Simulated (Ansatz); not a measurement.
**Structures of Ge2S3: which is lowest?**

Plane-wave DFT in Ansatz with scalar-relativistic PAW potentials, cutoff 420 eV, Γ-centred meshes chosen by cell and gap, Gaussian smearing with energies taken to zero width. Every cell was relaxed (cell and atoms) in a run of its own, within the symmetry of its start. Functional: PBE.

Relaxed structures (starts from databases or built by putting these elements on another compound's sites):
A. R-3c, 10 atoms in the computed cell, a = 6.320 Å, c = 17.617 Å; sites (symmetry × multiplicity) Ge 3. × 12, S .2 × 18; start: built
B. P-3m1, 5 atoms in the computed cell, a = 3.609 Å, c = 9.380 Å; sites (symmetry × multiplicity) Ge 3m. × 2, S -3m. × 1 + 3m. × 2; start: built

Problem. Rank them by energy. Could pressure change the order?

Solution.
```tsv
structure	group	E − E(lowest) (meV/atom)	V (Å³/atom)	gap on mesh (eV)
B	P-3m1	0.0	21.17	0.00
A	R-3c	117	20.32	0.00
```

B is lowest, 117 meV/atom under A. A is denser by 0.85 Å³/atom, so pressure favours it: ΔE/ΔV, with ΔE in eV and 1 eV/Å³ = 160.2 GPa, gives about 22 GPa for equal enthalpy if both cells were rigid; at such pressures compression changes ΔV much, so this is a scale only. Without a dispersion term the weakly bound lowest cell is too large, so ΔV and this pressure are artefacts in part: a slight pressure closes the gap between layers first. Other structures may lie lower than all of these, and vibrations aren't counted.